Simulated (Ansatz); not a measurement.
Zr2SiB2:
```xyz
5
Lattice="3.1855 0.0000 0.0000 -1.5928 2.7587 0.0000 0.0000 0.0000 7.8031" Properties=species:S:1:pos:R:3 pbc="T T T"
Zr     0.0000     1.8392     5.6245
Zr     0.0000     1.8392     2.1786
Si     0.0000     0.0000     0.0000
B      0.0000     0.0000     3.9015
B      1.5928     0.9196     3.9015
```

Relaxed with r²SCAN. Special points in fractions of this cell's reciprocal vectors: Γ (0.000, 0.000, 0.000); M (0.500, 0.000, 0.000); K (0.333, 0.333, 0.000); A (0.000, 0.000, 0.500); L (0.500, 0.000, 0.500); H (0.333, 0.333, 0.500).

Q: List the band energies nearest the Fermi level at these points for DFT-r²SCAN with spin–orbit coupling in the program Ansatz with PAW potentials.

A: In eV from the Fermi level; about four levels below and three above (degenerate sets whole), none deeper than 8.9 eV; points with the same levels are listed once.

| k | below | above |
|---|---|---|
| Γ | -2.07 -2.07 -2.03 -2.03 | 1.13 1.13 1.17 1.17 |
| M | -2.11 -2.11 -1.13 -1.13 | 1.73 1.73 2.55 2.55 |
| K | -2.27 -2.24 -0.10 -0.05 | 1.82 1.87 1.92 |
| A | -2.06 -2.06 -0.82 -0.82 | 0.96 0.96 1.00 1.00 |
| L | -2.58 -2.58 -1.35 -1.35 | 0.97 0.97 1.79 1.79 |
| H | -2.38 -2.37 -2.31 -0.32 -0.27 | 3.11 3.13 3.17 |

Space group P-6m2. The start of the workflow was typed in or built on a structure type; neither database checked (COD, Materials Project) lists it. Its standing as an ambient phase is unchecked. The r²SCAN relaxation kept the symmetry of its start; whether a distortion lowers the energy is not shown. The run is not spin-polarised.

Potentials: the earlier of the program's two PAW sets.
